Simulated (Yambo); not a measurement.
Yambo run on Mg$_{2}$Si (space group Fm-3m, No. 225). The wavefunctions are LDA (Quantum ESPRESSO, PseudoDojo norm-conserving, 84 Ry, no spin-orbit coupling) ones on a 4×4×4 mesh (12 occupied bands); a = b = c = 4.426 Å, α = β = γ = 60.00°.

Yambo input:

```
rim_cut
gw0
dyson
el_el_corr
HF_and_locXC
ppa
em1d
RandQpts= 1000000
RandGvec= 1 Ry
EXXRLvcs= 84 Ry
VXCRLvcs= 336 Ry
Chimod= "HARTREE"
% BndsRnXp
 9 | 110 |
%
NGsBlkXp= 10 Ry
% LongDrXp
 1.0 | 1.0 | 1.0 |
%
PPAPntXp= 27.2114 eV
% GbndRnge
 1 | 110 |
%
GTermKind= "none"
DysSolver= "n"
ExtendOut
% QPkrange
 1 | 1 | 12 | 13 |
 7 | 7 | 13 | 13 |
%
```

k points by index: 1 = Γ, 7 = X.

Resulting energies as the program prints them:

```
#    K-point    Band    Eo [eV]    E [eV]    E-Eo [eV]    Vxc [eV]    Vnlxc [eV]    Sc|Eo [eV]    Sc|E [eV]    dSc/dw|Eo [eV]    Re(Z)    Im(Z)
#
    1    12    0.000000    -0.486680    -0.486680    -10.19918    -11.40176    0.556482    0.715900    -8.911591    0.753293    -0.002039
    1    13    1.974050    2.088952    0.114902    -9.499044    -5.247912    -4.100030    -4.136230    -8.564103    0.760613    -0.001313
    7    13    0.115490    0.184485    0.068995    -8.042665    -4.582522    -3.371188    -3.391149    -7.854690    0.775998    -0.001955
```
(The two width columns are left out.) Convergence of these settings isn't established.

Geometry relaxed with LDA.
